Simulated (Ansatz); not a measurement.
The end point of a relaxation of Cu$_{2}$O. Space group Pn-3m (No. 224), AFLOW prototype A2B_cP6_224_b_a (C3, as in Cu2O). Computed with PBEsol (plane waves to 420 eV, PAW, scalar-relativistic; Ansatz, a quantum-chemistry and plane-wave program).

```cif
data_Cu4O2
_chemical_formula_sum 'Cu4 O2'
_space_group_name_H-M_alt 'P 1'
_space_group_IT_number 1
_cell_length_a 4.22225
_cell_length_b 4.22225
_cell_length_c 4.22225
_cell_angle_alpha 90.000
_cell_angle_beta 90.000
_cell_angle_gamma 90.000
loop_
_space_group_symop_operation_xyz
  'x, y, z'
loop_
_atom_site_label
_atom_site_type_symbol
_atom_site_fract_x
_atom_site_fract_y
_atom_site_fract_z
_atom_site_occupancy
Cu1 Cu 0.75000 0.75000 0.75000 1
Cu2 Cu 0.75000 0.25000 0.25000 1
Cu3 Cu 0.25000 0.75000 0.25000 1
Cu4 Cu 0.25000 0.25000 0.75000 1
O1 O 0.00000 0.00000 0.00000 1
O2 O 0.50000 0.50000 0.50000 1
```

For Cu2O, the volume per atom is 12.55 Å³, the band gap is 0.56 eV, direct at Γ (no spin-orbit coupling) and the shortest distances is Cu–O 1.83 Å; Cu–Cu 2.99 Å. The k-mesh is 8×8×8.

Band energies at high-symmetry points (eV from the VBM; labels of this space group; no spin-orbit coupling), from −5 eV up to 5.6 eV:

```
point                                                                                                                                               energies
-----  -----------------------------------------------------------------------------------------------------------------------------------------------------
Γ                              -3.16 -3.16 -3.04 -3.04 -3.04 -2.09 -2.09 -1.98 -1.98 -1.98 -1.83 -1.83 -1.83 -1.61 -1.61 -1.61 0.00 0.00 0.00 0.56 1.05 1.05
X                -3.61 -3.61 -2.69 -2.69 -2.47 -2.47 -2.26 -2.26 -2.12 -2.12 -2.12 -2.12 -1.94 -1.94 -1.74 -1.74 -1.24 -1.24 -0.42 -0.42 2.28 2.28 4.15 4.15
M                -3.17 -3.17 -2.91 -2.91 -2.40 -2.40 -2.35 -2.35 -2.29 -2.29 -2.00 -2.00 -1.98 -1.98 -1.54 -1.54 -1.26 -1.26 -0.69 -0.69 1.86 1.86 3.86 3.86
R      -3.39 -3.39 -3.39 -2.64 -2.64 -2.38 -2.38 -2.38 -2.03 -2.03 -2.03 -1.81 -1.81 -1.81 -1.67 -1.67 -1.04 -0.59 -0.59 -0.59 2.33 2.33 2.33 4.93 4.93 4.93
```

No spin polarisation in the result.

The run could not lose the symmetry of its start; a randomly shaken copy of 6 atoms returns to this structure.

All atoms sit on sites fixed by symmetry, so only the cell could relax.
